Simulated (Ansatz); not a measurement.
An Ansatz (a quantum-chemistry and plane-wave program) run. Input:

Ansatz 0.2 input:
```yaml
crystal:
  lattice:
    - [4.4709152365, 0.0, 0.0]
    - [0.0, 4.4709152365, 0.0]
    - [0.0, 0.0, 3.1544454606]
  atoms:
    - { symbol: Ir, position: [0.0, 0.0, 0.0] }
    - { symbol: Ir, position: [0.5, 0.5, 0.5] }
    - { symbol: O, position: [0.3089198275, 0.3089198275, 0.0] }
    - { symbol: O, position: [0.8089198275, 0.1910801725, 0.5] }
    - { symbol: O, position: [0.1910801725, 0.8089198275, 0.5] }
    - { symbol: O, position: [0.6910801725, 0.6910801725, 0.0] }
kpoints:
  mp_grid: { grid: [9, 9, 13] }
basis: { xc_grid: 2 }
hamiltonian:
  xc: pbesol
  pseudopotentials: { kind: paw }
scf:
  occupations: { method: gaussian, width: 0.05 }
checkpoint: { read: metal.run }
output: { bader: true, populations: true }
```

Output (shortened):

```
Pseudopotential: Ir, paw, valence charge 17
Pseudopotential: O, paw, valence charge 6
Functional definition: PBEsol
Crystal: 6 atoms, lattice volume = 63.054 Å³
Basis set: ecut = 420 eV, 1243 PW (Γ), exchange–correlation on 60×60×48 points (8 copies of the dense FFT grid, shifted against one another)
Bands: 41, of which v1, the nominal top of the filled ones, is band 29 counted from 1 (28 counted from 0)
Symmetry: 16 space group operations
Space group: P42/mnm (ITA 136), of the structure as read, at distance tolerance 4.0e-5 Å
k-points: 105 of 1053
Stability of the state it starts from, as read at its close in the unpolarized treatment …
iter 1 solved again at ethr=4.22e-8 eV; its pass at ethr=3.10e-3 eV (dr2=2.45e-5 eV) is discarded
SCF iter   1: F=—  HF=-25836.513298 eV  |F-HF|=—  |Δ(HF+E_count)|=         —  Δρ=5.35e-7  dr2=1.10e-10  ethr=4.22e-8  ⟨swp⟩=3.2  Hψ=28421  notcnv=0
preconditioner: auto → LDOS
SCF iter   2: F=-25836.513298 eV  HF=-25836.513298 eV  |F-HF|=1.35e-10  |Δ(HF+E_count)|=   3.97e-8  Δρ=7.36e-7  dr2=1.99e-10  ethr=1.00e-12  ⟨swp⟩=6.2  Hψ=15929  notcnv=0
SCF 1 converged in 2 iterations: F = -25836.513298 eV  dr2 = 1.99e-10
SCF converged after 2 iterations
Free energy (F): -25836.513298 eV
Harris-Foulkes:  -25836.513298 eV  (|F-HF|=1.35e-10)
Internal energy: -25836.509271 eV  (E = F + TS)
E sigma→0 (E₀):  -25836.511284 eV
Entropy (-TS):   -0.004027 eV (-0.671 meV/atom)
Fermi energy:    14.700995 eV
--- Per-component energies (eV) ---
  E_band       = -450.666469
  E_kinetic    = 1940.198649
  E_local      = -4413.085620  (includes V_loc(G=0)·N_el)
  E_nonlocal   = 346.685587
  E_hartree    = 1625.891023
  E_xc         = -818.552693
  E_vxc        = -965.770317  (∫ρ·V_xc dr)
  E_paw        = -18786.287609  (= ΣΔE_a)
  E_vpaw       = -610.486150  (= ΣTr[D̂ρ^β])
  E_aug_tail   = 0.010064  (compensation charges beyond the density's cutoff)
  E_ewald      = -5732.040392
  E_core_change = 0.671721  (= ΣΔE_core)
  E_smearing   = -0.004027  (= −TS)
  E_closure    =  0.000000  (closes the sum)
  Σ components = -25836.513298   (vs F -25836.513298, Δ=0.00e0)
  [band-id]    e_kinetic+e_local+e_nonlocal+2·e_hartree+e_vxc+e_vpaw+e_augmentation_tail = -450.665742   (vs E_band -450.666469, Δ=7.27e-4)
--- Band table (eV; the first three rows and the last of 105) ---
  k-point 0: bands = ["-78.7340", "-78.7323", "-35.7118", "-35.7118", "-35.6170", "-35.5993", "-35.4322", "-35.4322", "-6.6784", "-5.4250", "-4.2388", "-4.2388", "4.5995", "4.8399", "6.4782", "6.4782", "6.5684", "9.3542", "9.6564", "9.6564", "10.9604", …
  k-point 1: bands = ["-78.7338", "-78.7321", "-35.7113", "-35.7113", "-35.6235", "-35.6062", "-35.4314", "-35.4314", "-6.6180", "-5.3902", "-4.2753", "-4.2753", "4.6830", "4.9013", "6.5240", "6.5240", "6.6308", "9.1085", "9.7115", "9.7115", "10.5496", …
  k-point 2: bands = ["-78.7333", "-78.7318", "-35.7098", "-35.7098", "-35.6412", "-35.6256", "-35.4290", "-35.4290", "-6.4450", "-5.2966", "-4.3745", "-4.3745", "4.9263", "5.0759", "6.6531", "6.6531", "6.8166", "8.5254", "9.8063", "9.8501", "9.8501", …
  k-point 104: bands = ["-78.7303", "-78.7303", "-35.7243", "-35.7225", "-35.7031", "-35.7013", "-35.4177", "-35.4177", "-5.1060", "-5.0477", "-4.9364", "-4.8775", "6.1230", "6.2062", "6.5108", "6.5917", "7.0899", "7.3187", "8.8987", "8.9073", "10.1839", …
--- Löwdin populations: 6 sites ---
  site symbol       q [e]
     0     Ir     15.6065
     1     Ir     15.6065
     2      O      6.6348
     3      O      6.6348
     4      O      6.6348
     5      O      6.6348
  spilling = 0.004269 (of n_electrons = 58.000000)
--- Bader charges: 6 sites ---
  site symbol  charge [e]  shift [e]
     0     Ir      1.7481     0.0010
     1     Ir      1.7481     0.0010
     2      O     -0.8740     0.0005
     3      O     -0.8740     0.0005
     4      O     -0.8740     0.0005
     5      O     -0.8740     0.0005
  shift: an alarm, by how much a part of what the PAW files miss would move the charge. Where it is large, compare
  with a run on PAW files of another source; a small one proves nothing
  estimated error of the sums over rays = 4.3e-4 e
```

Cost: roughly 100 core-seconds on shared cores.

Space group P4_2/mnm (rutile). The cell was relaxed with PBEsol under the symmetry of its start. No spin polarisation was allowed. The volume moved by -16 % from the start of the relaxation. Scalar-relativistic: spin–orbit coupling is off unless named, which matters more the heavier the elements.

Potentials: the later of the program's two PAW sets.

Ansatz is a plane-wave DFT program.
